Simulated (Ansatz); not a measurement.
A relaxed cell of MgS (Fm-3m (No. 225)), relaxed on a k-mesh at least as fine as the one used below. These are r2SCAN (plane waves to 500 eV, PAW, scalar-relativistic; Ansatz, a program for electronic structure) values and carry that method's errors. Γ-centred k-mesh 6×11×11 on the run's cell, Fermi–Dirac smearing 0.05 eV.

```xyz
4
Lattice="0.0000 5.2032 5.2032 2.6016 0.0000 2.6016 2.6016 2.6016 0.0000" Properties=species:S:1:pos:R:3 pbc="T T T"
Mg     0.0000     0.0000     0.0000
Mg     0.0000     2.6016     2.6016
S      2.6016     2.6016     2.6016
S      2.6016     5.2032     5.2032
```

Every atom was then displaced, and the forces became (eV/Å):

```tsv
atom	Fx	Fy	Fz
Mg1	-0.19	-0.12	0.04
Mg2	-0.80	-0.29	-0.20
S3	1.21	0.15	-0.06
S4	-0.22	0.26	0.22
```

Which atom was moved farthest relative to the others, and in which direction?

S3, by (-0.18, -0.08, -0.02) Å (0.20 Å, mean shift removed); the next is Mg2 with 0.10 Å. Its force makes an angle of 160° with its move.

All displacements (Å):

```csv
atom,ux,uy,uz
Mg1,0.070,-0.041,0.028
Mg2,0.088,0.006,0.048
S3,-0.160,-0.143,-0.002
S4,0.063,-0.063,0.011
```

Estimate the energy cost of the displacement in the harmonic approximation and compare with the calculation.

For a harmonic well ΔE = −½ Σ F·u = 0.165 eV a cell, or 41 meV/atom. The calculated energy relative to the undisplaced cell is +0.038 eV/atom, so the harmonic estimate holds well.

No spin polarisation in the result.

The run that gave the undisplaced cell could not lose the symmetry of its start; a randomly shaken copy of 4 atoms returns to this structure.
